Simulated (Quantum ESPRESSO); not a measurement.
Li4Ta4, one composition in several site orders

Computed values, not a measurement. The program is pw.x of Quantum ESPRESSO 7.5 (plane-wave density functional theory). The cell is made up: eight metal atoms on a hexagonal close-packed lattice, with elements, volume, strain and displacements drawn at random and not relaxed, so it may be unstable or far from any real phase. PseudoDojo standard norm-conserving files set the functional (PBE unless stated); there is no spin polarisation or spin-orbit coupling, the Fermi-Dirac width of 0.25 eV means electrons at about 2900 K, and the masses in the input are unused placeholders. Heavy elements are run without spin-orbit coupling, which real alloys of them have. A spin test at this wide smearing found no moment, but such smearing suppresses magnetism that the real alloy may have.

The runs put one composition on the sites in different orders. Cell, positions, cutoff, mesh and smearing stay as in the input of run 1; sites are counted in its order. Stress in the tables is positive in tension.

Input of run 1:

```
&control calculation='scf', pseudo_dir='./dojo.nc.sr.pbe.v0_5.standard.upf', outdir='./o', disk_io='minimal', tprnfor=.true., tstress=.true. /
&system ibrav=0, nat=8, ntyp=2, nbnd=45, ecutwfc=74.01313486, nosym=.true., tot_charge=0,
 occupations='smearing', smearing='fd', degauss=0.0183746611
/
&electrons conv_thr=1.470e-08, electron_maxstep=70, mixing_beta=0.5 /
ATOMIC_SPECIES
Li 1.0 Li.upf
Ta 1.0 Ta.upf
CELL_PARAMETERS angstrom
-3.05 0.0072 -0.0349
-0.0545 -0.0798 -4.8482
0.0248 -10.5237 -0.1768
ATOMIC_POSITIONS angstrom
Li 0.0002 0.0357 0.0097
Li -0.0428 -5.4244 -0.0231
Ta -0.0191 -3.5154 -2.4462
Li 0.0288 -8.8774 -2.5681
Li -1.3859 -2.6544 -0.0592
Ta -1.5214 -7.9094 -0.1938
Ta -1.5126 -0.9745 -2.4245
Ta -1.6568 -6.2662 -2.5475
K_POINTS automatic
8 5 2 1 1 1
```

```
run  elements on sites 1 to 8  free energy less that of run 1 (eV)  -TS (eV)  pressure (GPa)  stress xx (GPa)  stress yy (GPa)  stress zz (GPa)  stress yz (GPa)  stress xz (GPa)  stress xy (GPa)  iterations
  1   Li Li Ta Li Li Ta Ta Ta                                0.000    -1.707           -9.60            14.89            11.09             2.82             0.90             0.47             0.08          16
  2   Ta Li Li Li Li Ta Ta Ta                               -1.231    -1.619           -8.10            12.57             4.56             7.18             0.75             0.37            -0.22          15
  3   Ta Li Li Ta Li Li Ta Ta                               -1.499    -1.568           -7.43            13.12             5.99             3.18             0.74             0.26            -0.36          16
  4   Li Ta Li Li Ta Ta Li Ta                               -1.390    -1.549           -7.01            11.33             7.21             2.48             0.59             0.36             0.42          14
  5   Li Ta Li Ta Ta Ta Li Li                               -0.527    -1.668           -8.39            15.14             7.79             2.25             0.71             0.43            -0.40          15
  6   Li Ta Li Ta Li Ta Li Ta                               -2.863    -1.517           -4.43             8.74             2.01             2.52            -0.52            -0.22             1.02          16
```

Forces Fx Fy Fz (eV/Å):

```
site              run 1             run 2             run 3              run 4              run 5              run 6
   1    0.06 -0.26 0.01   0.08 -0.22 0.07   0.03 -0.70 0.07    0.07 -0.22 0.01    0.06 -0.16 0.07    0.01 -0.14 0.07
   2    0.01 0.45 -0.23   0.01 0.32 -0.21  -0.04 0.03 -0.23    0.04 0.57 -0.38    0.10 0.77 -0.33  -0.10 -0.27 -0.07
   3    0.14 0.34 -0.08  0.04 -0.37 -0.04  0.03 -0.41 -0.04   0.12 -0.19 -0.06   0.15 -0.29 -0.06   0.04 -0.36 -0.05
   4  -0.13 -0.04 -0.04  -0.11 0.06 -0.10  -0.17 0.32 -0.07  -0.14 -0.07 -0.05   -0.18 1.10 -0.12    0.05 1.03 -0.40
   5    -0.17 0.05 0.17  -0.08 -0.05 0.12  -0.08 -0.10 0.13   -0.30 -1.42 0.17   -0.21 -1.70 0.16   -0.14 -0.17 0.07
   6     0.16 0.51 0.15   0.18 -0.08 0.12    0.08 0.27 0.16     0.20 1.32 0.07     0.03 0.18 0.24    0.34 -0.49 0.03
   7  -0.11 -1.36 -0.15  -0.16 1.19 -0.07  -0.11 1.64 -0.10   -0.08 0.01 -0.11  -0.09 -0.07 -0.11   -0.05 0.16 -0.02
   8     0.05 0.31 0.19   0.04 -0.84 0.11   0.26 -1.05 0.09     0.09 0.01 0.35     0.14 0.18 0.15    -0.16 0.25 0.37
```

The sites are displaced and not relaxed, so the energy differences mix bonding between neighbours with strain and are not ordering energies. A rerun of one cell of this series at a higher cutoff and on a denser mesh moved values by no more than 0.002 eV in energy, 0.03 GPa in stress and 0.009 eV/Å in force, and a second program with other atomic files agreed on that cell to 2 % rms in force and 0.5 GPa in pressure.